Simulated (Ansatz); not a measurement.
Input:

Te$_{2}$Pt:
```yaml
crystal:
  lattice:
    - [1.96643, 1.13532, 5.71537]
    - [-1.96643, 1.13532, 5.71537]
    - [0.00000, -2.27063, 5.71537]
  atoms:
    - { symbol: Pt, position: [0.00000, 0.00000, 0.00000] }
    - { symbol: Te, position: [0.25207, 0.25207, 0.25207] }
    - { symbol: Te, position: [0.74793, 0.74793, 0.74793] }
```

This is the LDA-relaxed structure.

### Question
All from LDA in the plane-wave PAW code Ansatz, unless another level is named. Estimate the electronic character.

### Answer
metallic (no gap).

### Question
What about the formation energy from the elements (no fitted shifts)?

### Answer
-0.36 eV/atom.

### Question
And the density of states at the Fermi level?

### Answer
0.29 states/eV per atom (mean over ±0.08 eV).

Space group R-3m. A made-up cell: these elements were put on the sites of a structure type; neither database checked (COD, Materials Project) lists it. COD files the formula under space group No. 164, so this cell is another polymorph or a model. Whether it is the stable phase at ambient conditions was not checked. Symmetry was held in the LDA relaxation; of distortions, only those at the zone centre were tested. No spin polarisation was allowed. A crystal of weakly bound layers computed without a dispersion correction: the cell and the soft elastic constants depend strongly on that. The references are the lowest solids computed at this level, not always the standard phases. Scalar-relativistic: spin–orbit coupling is off unless named, which matters more the heavier the elements.

Potentials: the earlier of the program's two PAW sets.
